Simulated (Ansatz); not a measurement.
## KBr: levels and charges under dearer methods

A database entry relaxed whole under r2SCAN at zero pressure (Fm-3m, No. 225):

```yaml
crystal:
  lattice:
    - [0.00000, 3.30228, 3.30228]
    - [3.30228, 0.00000, 3.30228]
    - [3.30228, 3.30228, 0.00000]
  atoms:
    - { symbol: K, position: [0.00000, 0.00000, 0.00000] }
    - { symbol: Br, position: [0.50000, 0.50000, 0.50000] }
```

Its volume is 36.01 Å³ an atom, +0.2 % against the entry's 35.94, which is old or was flagged in a check.

Single points on this cell with plane-wave PAW DFT (Ansatz 0.2.0; r2SCAN 500 eV, hybrids 420 eV; fermi-dirac occupations of width 0.020 eV; no moments): r2SCAN on a 8×8×8 Γ-centred mesh; HSE06 on a 6×6×6 Γ-centred mesh; PBE0 on a 6×6×6 Γ-centred mesh.

Question: What does each level give for gap and charges?

Answer: The runs give:

```tsv
level	gap (eV), or kind	pressure (GPa)	Bader charge of K (e)	Bader charge of Br (e)
r2SCAN	5.07	0.0	+0.84	-0.84
HSE06	5.59	0.4	+0.84	-0.84
PBE0	6.30	0.4	+0.84	-0.84
```

Under r2SCAN the gap is 5.07 eV, over mesh and band path. HSE06 moves it by +0.52 eV and PBE0 by +1.23 eV; PBE0 keeps its exact exchange at long range, which widens the gap over HSE06's by 0.71 eV on their common mesh.

Caveats: the relaxation kept the start's symmetry; HSE06 is read on its mesh and at the zone's corners, PBE0 on its mesh alone; hybrid pressures are good to a few tenths of a GPa; no spin-orbit coupling, which narrows gaps of heavier elements; pressure is positive in compression.
